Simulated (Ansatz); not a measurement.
The elements of this relaxed trial crystal are hidden behind letters.

```
lattice vectors (Å)
   3.8711    0.0000    0.0000
  -1.9355    3.3524    0.0000
   0.0000    0.0000    8.0982
fractional positions
X 0.3333 0.6667 0.1547
X 0.6667 0.3333 0.8453
Z 0.0000 0.0000 0.0000
Z 0.3333 0.6667 0.4624
Z 0.6667 0.3333 0.5376
```

All numbers below come from Ansatz 0.2.0, DFT PBE, scalar-relativistic, plane waves, PAW. Settings of the last relaxation (5-atom cell): 420 eV, 12×12×6 k points, Gaussian smearing of 0.10 eV, no spin polarisation.

* Space group: P-3m1 (No. 164)
* Conventional cell: a = 3.871 Å, c = 8.098 Å
* Volume per atom: 21.02 Å³
* Density: 3.67 g/cm³
* Energy over the elements: +0.09 eV/atom
* Gap on the 12×12×6 mesh of the 5-atom cell: 0 eV (a metal)

Energies are uncorrected and count from the elements' standard states at the same level.

Problem. X is a p-block element of period 4 and Z is a p-block element of period 3. Which elements are they?

Solution. X = Ga, Z = P, so the formula is Ga2P3. Density times volume gives a mean mass of 3.67 × 21.02/1.6605 = 46.5 u per atom, and this set has 46.5 u. Among the elements that the hints allow, noble gases aside, only these give it. Ga has 4 P at 2.49–2.56 Å; P on a site of symmetry -3m is surrounded by 6 Ga at 2.56 Å; P on a site of symmetry 3m is surrounded by 3 P at 2.32 Å and 1 Ga at 2.49 Å.

An odd number of electrons in the primitive cell allows no gap without spin; a larger cell or a magnetic state could open one. The cell is a metal run without spin; a magnetic state may lie lower. Symmetry constrained the relaxation, so the result can be a saddle point.
